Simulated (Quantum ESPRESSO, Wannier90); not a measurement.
## CaIn (CsCl type), plane waves to Wannier functions

```xyz
2
Lattice="3.8434 0.0000 0.0000 0.0000 3.8434 0.0000 0.0000 0.0000 3.8434" Properties=species:S:1:pos:R:3 pbc="T T T"
Ca     0.0000     0.0000     0.0000
In     1.9217     1.9217     1.9217
```

Materials Project entry mp-20263; symmetrised, unrelaxed at this level. Not found in the COD (Crystallography Open Database) copy used; not checked further. Level: PBEsol, no spin polarisation, no spin-orbit coupling; pw.x of Quantum ESPRESSO at 56 Ry with PseudoDojo potentials, 8×8×8 k-points, Wannier90. Density: 12×12×12 mesh, cold smearing 0.01 Ry. Spin-orbit coupling is left out although heavy elements are present.

Base run: 13 functions from bands 10-31 of the 31 computed, start hydrogen-like Ca: s;p;d; In: s;p, frozen window up to 1.50 eV relative to the Fermi level, outer window open. One setting was then changed (edges relative to the Fermi level; misfit to pw.x on a path, for states up to 1.0 eV relative to the Fermi level).

```json
[
 {"run": "base", "Ω_I (Å²)": "19.52", "rms misfit (meV)": "3.3", "worst (meV)": "16"},
 {"run": "changed", "Ω_I (Å²)": "22.61", "rms misfit (meV)": "3.3", "worst (meV)": "14"}
]
```

**Question.** Which change was made?
A. frozen window to 0.50 eV
B. only the lowest 19 of the kept bands
C. frozen window to -1.50 eV

**Answer.** B, only the lowest 19 of the kept bands. The others give:

```tsv
run	Ω_I (Å²)	rms misfit (meV)	worst (meV)
frozen window to 0.50 eV	19.19	36	153
frozen window to -1.50 eV	18.57	268	1134
```
